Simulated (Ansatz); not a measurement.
Input file for Ansatz (an electronic-structure program):

Ansatz 0.2 input:
```yaml
crystal:
  lattice:
    - [0.0, 4.0476485418, 4.0476485418]
    - [4.0476485418, 0.0, 4.0476485418]
    - [4.0476485418, 4.0476485418, 0.0]
  atoms:
    - { symbol: Si, position: [0.0, 0.0, 0.0] }
    - { symbol: H, position: [0.3225994764, 0.0322015709, 0.3225994764] }
    - { symbol: H, position: [0.6774005236, 0.9677984291, 0.6774005236] }
    - { symbol: H, position: [0.6774005236, 0.6774005236, 0.6774005236] }
    - { symbol: H, position: [0.3225994764, 0.3225994764, 0.3225994764] }
    - { symbol: H, position: [0.0322015709, 0.3225994764, 0.3225994764] }
    - { symbol: H, position: [0.9677984291, 0.6774005236, 0.6774005236] }
    - { symbol: H, position: [0.6774005236, 0.6774005236, 0.9677984291] }
    - { symbol: H, position: [0.3225994764, 0.3225994764, 0.0322015709] }
    - { symbol: N, position: [0.25, 0.25, 0.25] }
    - { symbol: N, position: [0.75, 0.75, 0.75] }
    - { symbol: F, position: [0.2101038671, 0.7898961329, 0.2101038671] }
    - { symbol: F, position: [0.7898961329, 0.2101038671, 0.7898961329] }
    - { symbol: F, position: [0.2101038671, 0.7898961329, 0.7898961329] }
    - { symbol: F, position: [0.7898961329, 0.2101038671, 0.2101038671] }
    - { symbol: F, position: [0.2101038671, 0.2101038671, 0.7898961329] }
    - { symbol: F, position: [0.7898961329, 0.7898961329, 0.2101038671] }
kpoints:
  mp_grid: { grid: [4, 4, 4] }
hamiltonian:
  xc: hse06
  pseudopotentials: { kind: paw }
scf:
  n_extra_bands: 17
  occupations: { method: fixed }
output:
  eigenvalues: true
  eigenstates:
    e_range: [-9.0, 19.6]
    kpoints:
      - [0.0, 0.0, 0.0]  # VBM
      - [0.0, 0.0, 0.0]  # CBM
      - [0.0, 0.0, 0.0]  # GAMMA
      - [0.5, 0.0, 0.5]  # X
      - [0.5, 0.5, 0.5]  # L
      - [0.5, 0.25, 0.75]  # W
      - [0.375, 0.375, 0.75]  # K
      - [0.625, 0.25, 0.625]  # U
```

Output (shortened):

```
Pseudopotential: Si, paw, valence charge 4
Pseudopotential: H, paw, valence charge 1
Pseudopotential: N, paw, valence charge 5
Pseudopotential: F, paw, valence charge 7
Functional definition: HSE06
davidson cushion auto → on  (no smearing: the cushion is to keep the highest requested band from converging to the state above it …
Crystal: 17 atoms, lattice volume = 132.629 Å³
Basis set: ecut = 420 eV, 2637 PW (Γ)
Bands: 49, of which v1, the nominal top of the filled ones, is band 32 counted from 1 (31 counted from 0)
Symmetry: 48 space group operations
Space group: Fm-3m (ITA 225), of the structure as read, at distance tolerance 5.1e-5 Å
k-points: 8 of 64
SCF iter   1: F=—  HF=-6391.452872 eV  |F-HF|=—  |Δ(HF+E_count)|=         —  Δρ=3.05e-3  dr2=1.59e-2  ethr=1.77e-3  ⟨swp⟩=8.1  Hψ=1983  notcnv=0
preconditioner: auto → none
iter 2 solved again at ethr=1.75e-6 eV; its pass at ethr=2.49e-5 eV (dr2=1.12e-3 eV) is discarded
SCF iter   2: F=-6391.453935 eV  HF=-6391.454745 eV  |F-HF|=8.10e-4  |Δ(HF+E_count)|=   1.87e-3  Δρ=1.32e-3  dr2=1.15e-3  ethr=1.75e-6  ⟨swp⟩=2.4  Hψ=2048  notcnv=0
SCF 1 stopped early in 2 iterations: F = -6391.453935 eV  dr2 = 1.15e-3
Crystal: 17 atoms, lattice volume = 132.629 Å³
Exchange kernel: α = 0.2500, screened, ω = 0.2079 Å⁻¹, Wigner–Seitz truncation, v(0) = 1046.3552 eV·Å³, q-mesh 4×4×4, nearest image of the exchange supercell L …
Frozen-core exchange: fock
SCF iter   1: F=—  HF=-6391.358678 eV  |F-HF|=—  |Δ(HF+E_count)|=         —  Δρ=7.95e-3  dr2=6.47e-2  ethr=1.79e-5  ⟨swp⟩=6.0  Hψ=1758  notcnv=0
preconditioner: auto → none
SCF iter   2: F=—  HF=-6391.339997 eV  |F-HF|=—  |Δ(HF+E_count)|=   1.87e-2  Δρ=4.64e-3  dr2=9.17e-3  ethr=1.79e-5  ⟨swp⟩=4.0  Hψ=1277  notcnv=0
SCF iter   3: F=—  HF=-6391.354743 eV  |F-HF|=—  |Δ(HF+E_count)|=   1.47e-2  Δρ=2.03e-3  dr2=3.22e-3  ethr=1.19e-5  ⟨swp⟩=3.1  Hψ=1010  notcnv=0
SCF iter   4: F=—  HF=-6391.353719 eV  |F-HF|=—  |Δ(HF+E_count)|=   1.02e-3  Δρ=5.25e-4  dr2=2.24e-4  ethr=4.87e-6  ⟨swp⟩=3.0  Hψ=931  notcnv=0
SCF iter   5: F=—  HF=-6391.353942 eV  |F-HF|=—  |Δ(HF+E_count)|=   2.24e-4  Δρ=3.03e-4  dr2=7.64e-5  ethr=2.90e-7  ⟨swp⟩=3.9  Hψ=1080  notcnv=0
SCF iter   6: F=-6391.353918 eV  HF=-6391.353918 eV  |F-HF|=1.59e-7  |Δ(HF+E_count)|=   2.38e-5  Δρ=3.92e-5  dr2=5.75e-6  ethr=1.12e-7  ⟨swp⟩=3.0  Hψ=1001  notcnv=0
SCF 2 stopped early in 6 iterations: F = -6391.353918 eV  dr2 = 5.75e-6
hybrid outer 1: dexx = +1.900e-2 eV, tail = 3.06e-5 eV
Crystal: 17 atoms, lattice volume = 132.629 Å³
Exchange kernel: α = 0.2500, screened, ω = 0.2079 Å⁻¹, Wigner–Seitz truncation, v(0) = 1046.3552 eV·Å³, q-mesh 4×4×4, nearest image of the exchange supercell L …
Frozen-core exchange: fock
SCF iter   1: F=—  HF=-6391.354445 eV  |F-HF|=—  |Δ(HF+E_count)|=         —  Δρ=4.73e-5  dr2=1.17e-6  ethr=2.39e-7  ⟨swp⟩=3.8  Hψ=1057  notcnv=0
preconditioner: auto → none
SCF iter   2: F=—  HF=-6391.354444 eV  |F-HF|=—  |Δ(HF+E_count)|=   4.67e-8  Δρ=1.59e-5  dr2=1.50e-7  ethr=1.69e-9  ⟨swp⟩=4.0  Hψ=1202  notcnv=0
SCF iter   3: F=-6391.354444 eV  HF=-6391.354444 eV  |F-HF|=2.19e-8  |Δ(HF+E_count)|=   1.45e-9  Δρ=7.03e-6  dr2=4.76e-8  ethr=1.95e-10  ⟨swp⟩=3.0  Hψ=1167  notcnv=0
SCF 3 converged in 3 iterations: F = -6391.354444 eV  dr2 = 4.76e-8
hybrid outer 2: dexx = +4.163e-7 eV, tail = 1.13e-7 eV, Δε = 5.42e-4 eV (about 3.53e-5 eV left of the loop's levels)
the search or the solves at the SCF's close seem to have found levels that the self-consistency loop had missed (the run counts 2) …
NSCF: frozen V_eff on 8 k-points
hybrid SCF converged: 2 outer / 9 inner (+2 warm-up), last move |dexx| = 4.16e-7 eV, tail = 1.13e-7 eV
Stability not checked (fock_operator)
Free energy (F): -6391.354445 eV
Frozen-core exchange: fock
Harris-Foulkes:  -6391.354445 eV  (|F-HF|=2.19e-8)
Internal energy: -6391.354445 eV  (E = F + TS)
E sigma→0 (E₀):  -6391.354445 eV
Fermi energy:    -1.821066 eV
--- Per-component energies (eV) ---
  E_band       = -578.824371
  E_kinetic    = 1683.787828
  E_local      = -4945.931227  (includes V_loc(G=0)·N_el)
  E_nonlocal   = 557.195589
  E_hartree    = 1812.295592
  E_xc         = -584.315667
  E_vxc        = -723.273195  (∫ρ·V_xc dr)
  E_exx        = -209.942603  (= α·E_x^exact, valence–valence)
  E_paw        = -1914.170827  (= ΣΔE_a)
  E_vpaw       = -355.324959  (= ΣTr[D̂ρ^β])
  E_aug_tail   = 0.002785  (compensation charges beyond the density's cutoff)
  E_ewald      = -2789.991318
  E_core_change = -0.284597  (= ΣΔE_core)
  E_smearing   =  0.000000  (= −TS)
  E_closure    =  0.000000  (closes the sum)
  Σ components = -6391.354445   (vs F -6391.354445, Δ=-9.09e-13)
  [band-id]    e_kinetic+e_local+e_nonlocal+2·e_hartree+e_vxc+2·e_exx+e_vpaw+e_augmentation_tail = -578.837200   (vs E_band -578.824371, Δ=-1.28e-2)
--- Band table (eV; the first three rows and the last of 8) ---
  k-point 0: bands = ["-25.1784", "-23.8560", "-23.8560", "-23.8560", "-23.3189", "-23.3189", "-18.6370", "-18.5959", "-8.0191", "-7.5187", "-7.5187", "-7.5187", "-7.3090", "-7.3090", "-7.3090", "-5.2829", "-5.2829", "-5.2829", "-3.8562", "-3.8562", …
  k-point 1: bands = ["-25.1494", "-23.8895", "-23.8488", "-23.8488", "-23.3289", "-23.3289", "-18.6417", "-18.6168", "-7.9550", "-7.4066", "-7.4066", "-7.3127", "-7.2162", "-7.2162", "-7.0737", "-5.4727", "-5.3589", "-5.3589", "-4.1228", "-3.9952", …
  k-point 2: bands = ["-25.1188", "-23.9247", "-23.8414", "-23.8414", "-23.3392", "-23.3392", "-18.6481", "-18.6361", "-7.8687", "-7.2451", "-7.2451", "-7.1551", "-7.1551", "-7.1029", "-6.7695", "-5.6927", "-5.4465", "-5.4465", "-4.4478", "-4.1461", …
  k-point 7: bands = ["-25.0990", "-23.8769", "-23.8769", "-23.8688", "-23.3601", "-23.3299", "-18.6503", "-18.6503", "-7.8589", "-7.1831", "-7.0621", "-7.0621", "-6.9923", "-6.8338", "-6.7885", "-5.6854", "-5.6077", "-5.6077", "-4.4531", "-4.4531", …
```

Cost: roughly 4 core-minutes on shared cores.

The points marked VBM and CBM come from a semilocal run.

The start of the workflow was typed in or built on a structure type; neither database checked (COD, Materials Project) lists it. COD files the formula under space group No. 186, so this cell is another polymorph or a model. Whether it is the stable phase at ambient conditions was not checked. The cell was relaxed with r²SCAN+D4 under the symmetry of its start; whether a distortion lowers the energy is not shown. The volume moved by -22 % from the start of the relaxation.

Potentials: the later of the program's two PAW sets.

Ansatz is a plane-wave DFT program.
